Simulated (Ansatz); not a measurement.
All numbers below come from Ansatz 0.2.0, DFT PBE, scalar-relativistic, plane waves, PAW. Settings: cutoff 420 eV, Γ-centred meshes spaced at most about 0.3 Å⁻¹, and about 0.25 Å⁻¹ or finer for metals (2π included), Gaussian smearing. No spin polarisation in the final relaxations.

Temperature and zero-point effects are left out.

Two forms of GaTe₃O₂ were relaxed alike.

A.

Space group P4mm (No. 99). a = 5.992 Å, b = 5.992 Å, c = 4.261 Å, α = 90.00°, β = 90.00°, γ = 90.00°
```
atom  site  symmetry       x       y       z
  Ga    1a       4mm  0.0000  0.0000  0.6406
  Te    2c      2mm.  0.5000  0.0000  0.6293
  Te    1b       4mm  0.5000  0.5000  0.4795
   O    2c      2mm.  0.5000  0.0000  0.0825
```

B.

Space group R-3m:H (No. 166). a = 3.208 Å, b = 3.208 Å, c = 38.329 Å, α = 90.00°, β = 90.00°, γ = 120.00°
| atom | site | symmetry | x | y | z |
| --- | --- | --- | --- | --- | --- |
| Ga | 3b | -3m | 0.6667 | 0.3333 | 0.8333 |
| Te | 6c | 3m | 0.0000 | 0.0000 | 0.7460 |
| Te | 3a | -3m | 0.0000 | 0.0000 | 0.0000 |
| O | 6c | 3m | 0.3333 | 0.6667 | 0.8586 |

**Question.** Which is lower in energy, and by how much?

**Answer.** B is lower, by 0.36 eV/atom. A has space group P4mm (No. 99), 25.5 Å³/atom and no gap on its mesh; B has space group R-3m (No. 166), 19.0 Å³/atom and no gap. Counting O or Te atoms around Ga (for each partner element, those within 1.25 times its shortest distance or 1.15 times the sum of covalent radii, where it is the nearest in units of that sum or under 1.3), A has Ga 4 and B has Ga 6. Both come from invented guesses.

No dispersion correction is applied, so the spacing and binding between layers, chains or molecules are poorly described (R-3m), and this can change margins and order among such cells. These runs have no spin–orbit coupling, which can matter for Te. In P4mm, R-3m an odd number of electrons in the primitive cell allows no gap without spin; a larger cell or a magnetic state could open one. A magnetic state wasn't ruled out in cells without spin, among them P4mm, R-3m. Cells relaxed within their symmetry can be saddle points.
